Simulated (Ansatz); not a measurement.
Space group P4/mmm (No. 123). a = 2.866 Å, b = 2.866 Å, c = 13.926 Å, α = 90.00°, β = 90.00°, γ = 90.00°
```
atom site symmetry x y z
  Al    2h       4mm  0.5000  0.5000  0.1901
  Al    2h       4mm  0.5000  0.5000  0.3973
  Ni    2g       4mm  0.0000  0.0000  0.9046
  Ni    2g       4mm  0.0000  0.0000  0.2946
  Ni    1b     4/mmm  0.0000  0.0000  0.5000
  Ni    1c     4/mmm  0.5000  0.5000  0.0000
```

Equation of state of this Al2Ni3 structure (not necessarily the ground state), with shape and atoms relaxed at each volume where symmetry leaves them free. It has no gap at any of these volumes. The calculation used DFT PBEsol, scalar-relativistic, plane waves, PAW (Ansatz 0.2.0).

Settings: cutoff 420 eV, Γ-centred mesh 12×12×4 on the computed 10-atom cell, Gaussian smearing of 0.10 eV; collinear spin.

```tsv
V (Å³/atom)	E − E(largest V) (meV/atom)	P (GPa)
10.068	62.76	30.69
10.411	7.74	21.04
10.754	-28.27	12.87
11.098	-48.15	5.93
11.441	-54.32	0.02
11.784	-48.81	-4.99
12.127	-33.40	-9.24
12.585	0.00	-13.93
```

Task: Fit a third-order Birch–Murnaghan equation to E(V).

Result: V0 = 11.44 Å³/atom, B0 = 181 GPa, B0' = 4.4.